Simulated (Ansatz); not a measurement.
ZnSnN2:
```
CELL_PARAMETERS angstrom
      5.84663     0.00000     0.00000
      0.00000     6.73288     0.00000
      0.00000     0.00000     5.47400
ATOMIC_POSITIONS crystal
  Zn 0.58267 0.87497 0.99880
  Zn 0.41733 0.12503 0.49880
  Zn 0.91733 0.37497 0.49880
  Zn 0.08267 0.62503 0.99880
  Sn 0.58805 0.37508 0.99923
  Sn 0.41195 0.62492 0.49923
  Sn 0.91195 0.87508 0.49923
  Sn 0.08805 0.12492 0.99923
  N  0.58252 0.37439 0.37827
  N  0.41748 0.62561 0.87827
  N  0.91748 0.87439 0.87827
  N  0.08252 0.12561 0.37827
  N  0.57996 0.87569 0.37369
  N  0.42004 0.12431 0.87369
  N  0.92004 0.37569 0.87369
  N  0.07996 0.62431 0.37369
```

Relaxed with r²SCAN.

Question: Map the electron localisation function on the plane through (0.583, 0.875, 0.999) spanned by u = [1, 0, 0] and v = [0, 0, 1] in lattice vectors, from r²SCAN (plane waves, PAW; program Ansatz).

Answer: x is the fraction of u, y of v (the angle between them is 90°; rows are the nearest grid lines); atoms in the plane: Zn at (0.00, 0.00), Sn at (0.33, 0.50), N at (0.33, 0.88), N at (1.00, 0.37).
```
|000012589989886421000011120000|
|000013899888997531000001111000|
|000114998436898631000001111000|
|221137997214898631000000111222|
|211137998667887531000000011112|
|111136899999986421000000001111|
|000124678998875320000000000000|
|000012445555543210000000000000|
|000012222222222210000000000000|
|443322221001232211000001123344|
|766422210000123221000011245677|
|888632200000023221000012467888|
|899852100000023211000013578998|
|679963210000122211000013689976|
|138984221001222111000014789731|
|358986323333221110000013689853|
|899985322222211100000013589988|
|999874211111110000000002478999|
|887643110000000000000001346788|
|333221100000000000000001122333|
|111111000000000000000001111111|
|000111245555432110000001121000|
|000011367887764311000011221000|
|000012589989886421000011120000|
```
Scale: ten equal steps from 0.000 (start of '0') to 0.864 (end of '9'), in the order '0123456789'; x runs from 0.000 to 1.00, y from 0.000 (bottom) to 1.00 (top).

The density is the valence pseudo-density with augmentation charge, so density and ELF within about 1 Å of a nucleus are not all-electron values.

Space group Pna2_1. Symmetry was held in the r²SCAN relaxation. Scalar-relativistic: spin–orbit coupling is off unless named, which matters more the heavier the elements.

Potentials: the later of the program's two PAW sets.
